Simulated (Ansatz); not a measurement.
HfC:
```cif
data_CHf
_chemical_formula_sum 'C1 Hf1'
_space_group_name_H-M_alt 'P 1'
_space_group_IT_number 1
_cell_length_a 3.28144
_cell_length_b 3.28144
_cell_length_c 3.28144
_cell_angle_alpha 60.000
_cell_angle_beta 60.000
_cell_angle_gamma 60.000
loop_
_space_group_symop_operation_xyz
  'x, y, z'
loop_
_atom_site_label
_atom_site_type_symbol
_atom_site_fract_x
_atom_site_fract_y
_atom_site_fract_z
_atom_site_occupancy
C1 C 0.00000 0.00000 0.00000 1
Hf1 Hf 0.50000 0.50000 0.50000 1
```

Relaxed with r²SCAN.

Problem. Tabulate the valence density and the electron localisation function along the shortest C–Hf contact (2.32 Å), r²SCAN (plane waves, PAW; program Ansatz).

Solution. 

```csv
distance from C (Å),density (e/Å³),ELF
0.23,1.69,0.16
0.35,1.65,0.41
0.46,1.48,0.64
0.58,1.22,0.75
0.70,0.95,0.79
0.81,0.73,0.76
0.93,0.58,0.62
1.04,0.50,0.40
1.16,0.50,0.23
1.28,0.66,0.21
1.39,1.15,0.35
1.51,2.28,0.57
1.62,4.54,0.74
1.74,8.41,0.82
1.86,14.08,0.85
1.97,21.08,0.84
2.09,28.15,0.81
```

The density is the valence pseudo-density with augmentation charge, so density and ELF within about 1 Å of a nucleus are not all-electron values.

Space group Fm-3m (rock salt). The r²SCAN relaxation kept the symmetry of its start; of distortions, only those at the zone centre were tested. The run is not spin-polarised. Spin–orbit coupling is left out wherever it is not named.

Potentials: the later of the program's two PAW sets.
